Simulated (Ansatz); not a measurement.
SiO2 with phosphorus replacing Si: gradients before and after relaxing the atoms

Start: a supercell of SiO2 (quartz type, P3_121) built from a structure deposited in the COD, with all atoms left at the host's positions.

```cif
data_Si17PO36
_symmetry_space_group_name_H-M 'C2'
_symmetry_Int_Tables_number 5
_cell_length_a 8.5144
_cell_length_b 14.7474
_cell_length_c 10.8182
_cell_angle_alpha 90.000
_cell_angle_beta 90.000
_cell_angle_gamma 90.000
loop_
_atom_site_label
_atom_site_type_symbol
_atom_site_symmetry_multiplicity
_atom_site_Wyckoff_symbol
_atom_site_fract_x
_atom_site_fract_y
_atom_site_fract_z
P P 2 b 0.5000 0.3232 0.5000
Si2 Si 2 a 0.5000 0.3232 0.0000
Si3 Si 2 b 0.5000 0.9899 0.5000
Si4 Si 2 a 0.5000 0.9899 0.0000
Si5 Si 2 b 0.5000 0.6566 0.5000
Si6 Si 2 a 0.5000 0.6566 0.0000
Si7 Si 4 c 0.7349 0.0884 0.3333
Si8 Si 4 c 0.7349 0.0884 0.8333
Si9 Si 4 c 0.7349 0.7551 0.3333
Si10 Si 4 c 0.7349 0.7551 0.8333
Si11 Si 4 c 0.2349 0.9217 0.3333
Si12 Si 4 c 0.2349 0.9217 0.8333
O19 O 4 c 0.7929 0.0203 0.2262
O20 O 4 c 0.7929 0.0203 0.7262
O21 O 4 c 0.2929 0.1870 0.2262
O22 O 4 c 0.2929 0.1870 0.7262
O23 O 4 c 0.2929 0.8536 0.2262
O24 O 4 c 0.2929 0.8536 0.7262
O25 O 4 c 0.6340 0.9267 0.5595
O26 O 4 c 0.6340 0.9267 0.0595
O27 O 4 c 0.1340 0.0934 0.5595
O28 O 4 c 0.1340 0.0934 0.0595
O29 O 4 c 0.6340 0.2601 0.5595
O30 O 4 c 0.6340 0.2601 0.0595
O31 O 4 c 0.5731 0.0530 0.3928
O32 O 4 c 0.5731 0.0530 0.8928
O33 O 4 c 0.5731 0.7196 0.3928
O34 O 4 c 0.5731 0.7196 0.8928
O35 O 4 c 0.5731 0.3863 0.3928
O36 O 4 c 0.5731 0.3863 0.8928
```

One atom of each set is listed; the run and its k-mesh use a cell of 54 atoms with edges of 8.51, 8.51, 10.82 Å.

Computed with Ansatz: DFT, PBE, plane waves and PAW, scalar-relativistic, 420 eV cutoff, Γ-centred 3×3×2 k-points, Fermi–Dirac smearing 0.01 eV, cell charge +1.

The largest force at the start is 4.9 eV/Å. Relaxing the ions at fixed cell moves them by 0.083 Å at most (atom 26, O) and 0.058 Å rms.

```
site  moved (Å)                         first shell before                          first shell after  V_zz before (10²¹ V/m²)  η before
   P      0.024                              4 O at 1.61 Å                         4 O at 1.54–1.55 Å                     1.38      0.70
 Si2      0.029                              4 O at 1.61 Å                         4 O at 1.62–1.63 Å                     0.83      0.62
 Si3      0.015                              4 O at 1.61 Å                         4 O at 1.62–1.63 Å                     0.82      0.45
 Si5      0.030                              4 O at 1.61 Å                         4 O at 1.62–1.63 Å                     0.80      0.82
 Si8      0.022                              4 O at 1.61 Å                         4 O at 1.62–1.64 Å                     0.86      0.61
 Si9      0.029                              4 O at 1.61 Å                         4 O at 1.61–1.69 Å                     2.02      0.51
Si10      0.012                              4 O at 1.61 Å                         4 O at 1.62–1.63 Å                     0.86      0.50
Si11      0.022                              4 O at 1.61 Å                         4 O at 1.61–1.68 Å                     1.86      0.23
 O26      0.083                 2 Si at 1.61 Å, angle 144°                 2 Si at 1.62 Å, angle 140°                     9.19      0.19
 O29      0.082  1 P at 1.61 Å, 1 Si at 1.61 Å, angle 144°  1 P at 1.54 Å, 1 Si at 1.69 Å, angle 143°                    14.23      0.16
 O33      0.043                 2 Si at 1.61 Å, angle 144°            2 Si at 1.61–1.63 Å, angle 146°                     9.07      0.28
 O35      0.066  1 Si at 1.61 Å, 1 P at 1.61 Å, angle 144°  1 P at 1.55 Å, 1 Si at 1.68 Å, angle 143°                    14.04      0.17
```

(1) What are V_zz and η after the relaxation?

Results:

(1) 

```csv
site,V_zz after,η after,change of V_zz
P,1.06,0.71,-0.32
Si2,0.54,0.77,-0.29
Si3,-0.67,0.87,–
Si5,-1.06,0.02,–
Si8,0.91,0.34,+0.05
Si9,3.59,0.33,+1.57
Si10,0.96,0.03,+0.10
Si11,3.37,0.12,+1.51
O26,9.27,0.26,+0.08
O29,12.82,0.19,-1.41
O33,9.70,0.22,+0.63
O35,12.78,0.22,-1.26
```

The largest change of V_zz along a kept axis is on Si9, from 2.02 to 3.59. In per cent, |V_zz| changes by -23 on P, -35 to +81 on Si, -10 to +7 on O (all sites that start above 0.5, bar those whose gradient vanishes or changes sign or whose main axis turns by over 40°). Where |V_zz| stays above 0.1 and the axes keep their order, η moves most on Si10, from 0.50 to 0.03. On Si3, Si5 the largest principal value lies along another axis in the second run, so the two V_zz can't be compared directly. The table leaves out 18 of the 30 sites, with |V_zz| up to 9.60; their tensors move by 0.84 at most along any direction. The statements above cover all sites. The host's own positions weren't relaxed first, so part of the change far from the defect can be the host's relaxation.

The defect repeats with the cell of 54 atoms, so it feels its images: sites between two images don't show the values beside a lone defect, and zeros or small values of η there can come from the images' arrangement. O and Si carry a gradient in the pure host already, so the values there aren't the defect's effect alone. A uniform background compensates the cell's charge.
Before: The cell keeps the host's lattice, where the PBE pressure is 6 GPa (in a charged cell this depends on the convention for the mean potential). The neighbours have not yet relaxed around the defect (largest force 4.9 eV/Å), so the values at and beside it are those of a strained start, not of the defect in a real crystal.
After: The relaxation keeps the site symmetry 2 of the start, so the impurity can move only along its axis; a start off the site could end lower.
